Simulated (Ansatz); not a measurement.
Energy against volume for Ti (hcp, Mg type)

Ti (hcp, Mg type)

```cif
data_Ti2
_chemical_formula_sum 'Ti2'
_space_group_name_H-M_alt 'P 1'
_space_group_IT_number 1
_cell_length_a 2.93885
_cell_length_b 2.93885
_cell_length_c 4.64996
_cell_angle_alpha 90.000
_cell_angle_beta 90.000
_cell_angle_gamma 120.000
loop_
_space_group_symop_operation_xyz
  'x, y, z'
loop_
_atom_site_label
_atom_site_type_symbol
_atom_site_fract_x
_atom_site_fract_y
_atom_site_fract_z
_atom_site_occupancy
Ti1 Ti 0.33333 0.66667 0.75000 1
Ti2 Ti 0.66667 0.33333 0.25000 1
```

This relaxed cell (volume V₀) is scaled evenly in all directions, its shape held. Symmetry pins the atoms to their sites.

Level of theory: PBE (plane waves to 420 eV, PAW, scalar-relativistic; Ansatz, an electronic-structure program). k mesh 18×18×10 (Γ-centred), Fermi-Dirac smearing 0.05 eV. Energies are smeared free energies. Stress and pressure are positive under compression. With the shape held, the modulus is that of even scaling; a crystal free to change shape is softer. The PAW data are Ansatz's earlier set. Ti is run without spin polarisation. Ti was relaxed with its symmetry unable to fall. ΔE is measured from the relaxed starting cell.

```
V (Å³/atom)  ΔE (meV/atom)  P (GPa)
-----------  -------------  -------
14.608                 202     26.5
15.072                 134     20.6
15.535                  82     15.4
15.999                  44     10.8
16.463                  19      6.8
16.926                   4      3.2
17.390                   0      0.0
17.854                   4     -2.8
18.318                  16     -5.3
18.781                  35     -7.5
19.245                  59     -9.4
19.709                  89    -11.1
20.173                 123    -12.6
```

What the scan shows:

- Pressure at the smallest volume = 26.5 GPa
- Energy cost of the largest compression = 202 meV/atom
- Energy cost of the largest expansion = 123 meV/atom
- Bulk modulus at fixed cell shape B₀ (third-order Birch-Murnaghan fit) = 112 GPa
- Pressure derivative B₀′ (fit) = 3.6
- Equilibrium volume of the fit = 17.39 Å³/atom
- Pressure for 5 % compression (fit) = 6.3 GPa

(Under strain, the slope of the energy per volume gives the stress and its curvature an elastic modulus.)
